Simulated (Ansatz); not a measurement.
## Computed properties of Pt₃W

Pt$_{3}$W:
```xyz
4
Lattice="-1.9259 1.9259 3.9714 1.9259 -1.9259 3.9714 1.9259 1.9259 -3.9714" Properties=species:S:1:pos:R:3 pbc="T T T"
Pt     0.0000     1.9259     1.9857
Pt     1.9259     0.0000     1.9857
Pt     0.0000     0.0000     3.9714
W      0.0000     0.0000     0.0000
```

Space group I4/mmm (No. 139); conventional cell a = b = 3.852 Å, c = 7.943 Å, α = β = γ = 90.00°.

Method: LDA in the plane-wave PAW code Ansatz. The cell and atoms are relaxed at this level. Other levels are named where they apply.

### Cell and energy

```yaml
volume_per_atom: 14.73 Å³
density: 21.67 g/cm³
Formation energy from the elements (no fitted shifts): -28 kJ/mol-atom
```

### Electronic structure

```yaml
electronic_character: metallic (no gap)
Density of states at the Fermi level: 0.72 states/eV per atom (mean over ±0.08 eV)
```

### Mechanics

```yaml
Bulk modulus (Birch–Murnaghan fit): 334 GPa
Pressure derivative B′: 5.0
```

### Phonons

```yaml
highest_zone_centre_frequency: 187 cm⁻¹
zone_centre_stability: no imaginary mode at Γ
```

The workflow started from a Materials Project entry (that database holds measured and hypothetical structures alike); the Crystallography Open Database copy checked does not list it. Its standing as an ambient phase is unchecked. Symmetry was held in the LDA relaxation. The run is not spin-polarised. As this level gives no gap, phonon frequencies hold no LO–TO term and depend on the k-mesh and smearing (Fermi–Dirac, 0.1 eV here). Axis ratios of metals converge slowly with the k-mesh, so a and c are less sure than the volume. The references are the lowest solids computed at this level, not always the standard phases. Spin–orbit coupling is left out wherever it is not named.

Potentials: the later of the program's two PAW sets.
